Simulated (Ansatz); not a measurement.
MgTe (wurtzite)

```yaml
crystal:
  lattice:
    - [4.56094, 0.00000, 0.00000]
    - [-2.28047, 3.94989, 0.00000]
    - [0.00000, 0.00000, 7.41296]
  atoms:
    - { symbol: Mg, position: [0.66667, 0.33333, 0.00098] }
    - { symbol: Mg, position: [0.33333, 0.66667, 0.50098] }
    - { symbol: Te, position: [0.66667, 0.33333, 0.62422] }
    - { symbol: Te, position: [0.33333, 0.66667, 0.12422] }
```

The slice is a (1 -1 0 0) plane (indices of the conventional cell) through the point (0.333, 0.667, 0.501) (fractional), spanned by u = [110] and v = [001] in vectors of this cell: u (4.56 Å) and v (7.41 Å, at 90° to u). It covers one period; positions are fractions (u, v).

These are PBEsol (plane waves to 420 eV, PAW, scalar-relativistic; Ansatz, a first-principles code) values and carry that method's errors. k mesh 8×8×5. Inside the PAW spheres the values are not all-electron values, and peaks at nuclei hang on which shells count as valence. MgTe was relaxed with its symmetry unable to fall. Spin-orbit coupling is left out, though Te is heavy.

Q: The ELF has a maximum in the middle third of the Mg–Te line. Where, and how high?

A: 0.84, 1.4 Å from Mg.

Q: What is the valence density on the shortest Mg–Te line in this plane (2.79 Å), at its minimum between the atoms?

A: 0.19 e/Å³.

Q: Predict the map of the electron localisation function (ELF) on the slice.

A: 
```
v \ u  0.00  0.15  0.30  0.45  0.60  0.75  0.90
-----  ----  ----  ----  ----  ----  ----  ----
0.88   0.07  0.16  0.11  0.07  0.07  0.16  0.10
0.75   0.56  0.66  0.56  0.06  0.15  0.68  0.60
0.62      x  0.33  0.75  0.20  0.45  0.64     x
0.50   0.50  0.63  0.72  0.13  0.30  0.77  0.55
0.38   0.28  0.18  0.09  0.12  0.10  0.10  0.23
0.25   0.03  0.08  0.36  0.58  0.54  0.24  0.05
0.12   0.03  0.12  0.71  0.68  0.70  0.62  0.03
0.00      x  0.25  0.54  0.66  0.66  0.17     x
```

Values: electron localisation function (ELF). Points within 0.5 Å of a nucleus are blanked (x), as the pseudised field means little there.
